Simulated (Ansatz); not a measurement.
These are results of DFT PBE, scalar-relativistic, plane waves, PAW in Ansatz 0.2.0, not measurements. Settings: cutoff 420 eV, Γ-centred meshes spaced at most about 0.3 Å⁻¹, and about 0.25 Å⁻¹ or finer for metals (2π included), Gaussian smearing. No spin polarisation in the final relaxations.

Temperature and zero-point effects are left out.

Two relaxed structures of Zn3GeO:

A.

```
Zn Ge O
1.0
     5.24209    0.00000    0.00000
    -2.62104    4.53978    0.00000
     0.00000    0.00000    3.86961
Zn Ge O
3 1 1
Direct
  0.50000 0.00000 0.50000
  0.00000 0.50000 0.50000
  0.50000 0.50000 0.50000
  0.00000 0.00000 0.50000
  0.00000 0.00000 0.00000
```

B.

```
Zn Ge O
1.0
     3.03373    0.00000    0.00000
     0.00000    3.03373    0.00000
     0.00000    0.00000    8.37414
Zn Ge O
3 1 1
Cartesian
  0.0000 0.0000 6.7306
  0.0000 0.0000 1.6435
  1.5169 1.5169 0.0000
  0.0000 0.0000 4.1871
  1.5169 1.5169 4.1871
```

Task: Which form is favoured at zero pressure, and by what margin per atom?

Result: B is lower, by 133 meV/atom. A has space group P6/mmm (No. 191), 18.4 Å³/atom and no gap on its mesh; B has space group P4/mmm (No. 123), 15.4 Å³/atom and no gap. Counting Ge or Zn atoms around O (for each partner element, those within 1.25 times its shortest distance or 1.15 times the sum of covalent radii, where it is the nearest in units of that sum or under 1.3), A has O 2 and B has O 4. The denser one is the lower, and pressure would at first widen the difference. Both come from invented guesses.

Cells relaxed within their symmetry can be saddle points.
